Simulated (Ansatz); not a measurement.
The calculation used Ansatz 0.2.0, DFT PBE, scalar-relativistic, plane waves, PAW. Cutoff 420 eV, Γ-centred 14×14×8 mesh (4-atom cell), Gaussian smearing of 0.10 eV, no spin polarisation.

Formation energies are uncorrected and refer to the elements' standard structures at the same level.

**Question.** Propose a candidate for a tetragonal metal with formula TaSi, with a formation energy near −0.33 eV/atom and a density near 10.96 g/cm³, in a cell of 4 atoms.

**Answer.** TaSi, space group P4/nmm (No. 129). Ta is surrounded by 6 Si at 2.67–2.79 Å, 4 Ta at 2.85 Å and 4 Ta at 3.41 Å; around Si lie 6 Ta at 2.67–2.79 Å, 4 Si at 2.79 Å and 4 Si at 3.41 Å.

```xyz
4
Lattice="3.4063 0.0000 0.0000 0.0000 3.4063 0.0000 0.0000 0.0000 5.4571" Properties=species:S:1:pos:R:3 pbc="T T T"
Ta    1.7031    0.0000    4.6916
Ta    0.0000    1.7031    0.7654
Si    1.7031    0.0000    2.0202
Si    0.0000    1.7031    3.4368
```

| Quantity | Value |
| --- | --- |
| Volume per atom | 15.83 Å³ |
| Density | 10.96 g/cm³ |
| Energy over the elements | −0.33 eV/atom |
| Gap on the 14×14×8 mesh of the 4-atom cell | 0 eV (a metal) |

It was reached by relaxing an invented guess, and it needn't be the stable form of this composition. Other answers may fit too; this one was computed.

These runs have no spin–orbit coupling, which can matter for Ta. This cell was reached by moving the atoms of another relaxed cell at random and relaxing again, last within the group found; it had no such test of its own.
